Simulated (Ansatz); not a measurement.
LuPd, DFT, PBEsol, PAW with Ansatz's default frozen-core files, scalar-relativistic (Ansatz 0.2.0), run on 1 thread of Intel(R) Xeon(R) Platinum 8488C (Sapphire Rapids) on a shared host.

The cell is COD entry 1538201, as deposited and not checked against the literature; nothing was relaxed. The listed cell was then made from it by scaling, straining or moving an atom.

Command: `ansatz run input.yaml --threads 1 --pin off --max-ram 3072MiB --backend cpu --events-out ev --progress --plain --runs-dir out`

```yaml
crystal:
  lattice:
    - [3.44915, 0.0, 0.0]
    - [0.0, 3.44915, 0.0]
    - [0.0, 0.0, 3.415]
  atoms:
    - { symbol: Lu, position: [0.0, 0.0, 0.0] }
    - { symbol: Pd, position: [0.5, 0.5, 0.5] }
kpoints:
  mp_grid: { grid: [10, 10, 10] }
scf:
  occupations: { method: fermi_dirac, width: 0.05 }
hamiltonian:
  xc: pbesol
  pseudopotentials: { kind: paw }
output:
  forces: true
  stress: true
  eigenvalues: true
  efg: { contact_densities: true }
```

(1) How large is the problem that the program sets up?

(2) About how long does it take, and how much memory does it use?

(3) And the same cell and mesh by all-electron PAW (datasets made for this crystal), asked for forces, stress, eigenvalues, efg, on the same hardware?

Answers

(1) 126 irreducible k-points, 775 plane waves at Γ, 26 bands.

(2) 6.9 s of wall time for 8 SCF iterations, with a peak of 0.51 GiB. Times on shared machines scatter by tens of per cent.

(3) 26 s, peak memory 0.83 GiB.
